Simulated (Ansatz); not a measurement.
A distorted cell of InP (zinc blende):

```yaml
crystal:
  lattice:
    - [0.00000, 2.97977, 2.97977]
    - [2.97977, 0.00000, 2.97977]
    - [2.97977, 2.97977, 0.00000]
  atoms:
    - { symbol: P, position: [0.75000, 0.75000, 0.75000] }
    - { symbol: In, position: [0.94765, 0.94765, 0.05235] }
```

The numbers are results of PBE (plane waves to 420 eV, PAW, scalar-relativistic; Ansatz, a quantum-chemistry and plane-wave program), not measurements. k mesh 8×8×8 (Γ-centred), Fermi-Dirac smearing 0.05 eV. E stands for the smeared free energy. Compression counts positive. InP was relaxed with its symmetry unable to fall.

### Question
What forces act on the atoms (eV/Å, Cartesian)?

### Answer
```
atom     Fx     Fy      Fz
----  -----  -----  ------
P1    0.000  0.000  -2.098
In2   0.000  0.000   2.098
```

### Question
What is the stress tensor (GPa)?

### Answer
```
    3.0      6.6      0.0
    6.6      3.0      0.0
    0.0      0.0      0.2
```
The pressure, a third of the trace, is 2.1 GPa.

### Question
In it atom 2 sits (0.000, 0.000, -0.312) Å away from its relaxed site. What is its energy relative to the relaxed cell?

### Answer
340 meV/cell.

(A displaced cell: forces are minus the slopes of the energy, force constants its curvatures, and phonons follow from these.)
